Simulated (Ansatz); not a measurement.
**Two-dimensional strain map in CdAg**

The calculation used DFT r2SCAN, scalar-relativistic, plane waves, PAW (Ansatz). The runs took a 500 eV cutoff, a Γ-centred 14×14×14 mesh and Gaussian smearing (0.15 eV). No spin polarisation. Energies are free energies at this smearing, counted from the undisturbed cell; pressure is positive in compression.

Reference structure (as given, not relaxed at this level; it stands at 1.1 GPa, and it needn't be the usual structure):

```yaml
crystal:
  lattice:
    - [3.33000, 0.00000, 0.00000]
    - [0.00000, 3.33000, 0.00000]
    - [0.00000, 0.00000, 3.33000]
  atoms:
    - { symbol: Cd, position: [0.50000, 0.50000, 0.50000] }
    - { symbol: Ag, position: [0.00000, 0.00000, 0.00000] }
```

The cell is strained by p along both x and y and by q along z, fractional coordinates fixed. Points are written (p, q).

Energy above the undisturbed cell in meV/atom (a dash: not computed):

```
 p \ q  -0.030  -0.015  0.000  0.015  0.030
-0.030    61.8    44.0   29.7   18.4    9.6
-0.015    29.4    17.6    9.1    3.5    0.1
 0.000     9.9     3.4    0.0   -0.7    0.6
 0.015     1.3    -0.3    0.8    4.3    9.7
 0.030     2.4     4.9   10.0   17.1   26.2
```

Pressure in GPa:

```
 p \ q  -0.030  -0.015  0.000  0.015  0.030
-0.030    12.2    10.0    8.0    6.1    4.4
-0.015     7.9     6.0    4.2    2.7    1.3
 0.000     4.3     2.6    1.1   -0.2   -1.4
 0.015     1.3    -0.1   -1.4   -2.6   -3.6
 0.030    -1.2    -2.5   -3.5   -4.5   -5.4
```